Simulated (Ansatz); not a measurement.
MoRh in space group P-6m2 (No. 187; Mo on 1b, Rh on 1c), a = b = 2.743 Å, c = 4.389 Å, α = β = 90.00°, γ = 120.00°.

Relaxed with PBEsol.

Task: Which orbitals make up the states near the Fermi level in PBEsol (plane waves, PAW; program Ansatz)?

Result: Within 0.5 eV of the Fermi level: Mo 4d 51 %, Rh 4d 39 %. Projections are on Löwdin-orthogonalised atomic valence shells; empty p or d shells of many metals are not among them.

Task: Tabulate the density of states.

Result: States/eV per cell of 2 atoms, in 0.25 eV bins, energy from the Fermi level.

```tsv
E (eV)	total	Rh 4d	Mo 4d	Rh 5s
-7.80	0.00	0.00	0.00	0.00
-7.55	0.03	0.00	0.00	0.01
-7.30	0.07	0.00	0.00	0.03
-7.05	0.10	0.00	0.00	0.05
-6.80	0.13	0.00	0.00	0.06
-6.55	0.16	0.01	0.00	0.08
-6.30	0.20	0.01	0.01	0.09
-6.05	0.27	0.02	0.01	0.12
-5.80	0.97	0.41	0.25	0.18
-5.55	2.11	1.03	0.58	0.27
-5.30	2.74	1.41	0.83	0.25
-5.05	3.35	1.84	1.06	0.19
-4.80	2.85	1.65	0.86	0.10
-4.55	2.51	1.48	0.71	0.08
-4.30	2.41	1.46	0.75	0.08
-4.05	3.58	2.23	1.01	0.18
-3.80	1.65	1.13	0.39	0.06
-3.55	2.22	1.32	0.77	0.05
-3.30	2.97	1.70	1.06	0.08
-3.05	2.62	1.56	0.84	0.10
-2.80	2.99	2.04	0.72	0.10
-2.55	3.15	2.03	0.90	0.09
-2.30	2.23	1.48	0.62	0.05
-2.05	2.69	1.84	0.71	0.05
-1.80	3.36	2.02	1.18	0.06
-1.55	3.02	1.49	1.38	0.05
-1.30	1.91	0.85	0.90	0.04
-1.05	2.47	0.88	1.32	0.05
-0.80	2.27	0.77	1.24	0.05
-0.55	1.96	0.71	1.04	0.05
-0.30	1.72	0.68	0.88	0.04
-0.05	1.81	0.73	0.92	0.04
0.20	1.88	0.78	0.92	0.04
0.45	1.61	0.61	0.84	0.03
0.70	1.55	0.52	0.86	0.03
0.95	1.56	0.49	0.89	0.03
1.20	1.95	0.65	1.14	0.03
1.45	2.03	0.67	1.23	0.03
1.70	1.38	0.30	0.95	0.03
1.95	1.75	0.38	1.19	0.06
2.20	2.44	0.62	1.63	0.07
2.45	2.25	0.49	1.59	0.06
2.70	2.92	0.53	2.17	0.09
2.95	1.34	0.22	0.89	0.11
3.20	0.73	0.09	0.45	0.10
3.45	0.65	0.06	0.39	0.10
3.70	0.66	0.06	0.38	0.11
3.95	0.68	0.05	0.38	0.11
4.20	0.72	0.04	0.40	0.11
4.45	0.80	0.04	0.45	0.12
4.70	0.70	0.04	0.32	0.13
```

The workflow started from a Materials Project entry (that database holds measured and hypothetical structures alike); the Crystallography Open Database copy checked does not list it. With Mo and Rh taken as one species the cell has the higher symmetry P6_3/mmc, so it may be an ordered model of a mixed-site phase. Whether it is the stable phase at ambient conditions was not checked. The cell was relaxed with PBEsol under the symmetry of its start; whether a distortion lowers the energy is not shown. No spin polarisation was allowed. Axis ratios of metals converge slowly with the k-mesh, so a and c are less sure than the volume. Scalar-relativistic: spin–orbit coupling is off unless named, which matters more the heavier the elements.

Potentials: the later of the program's two PAW sets.
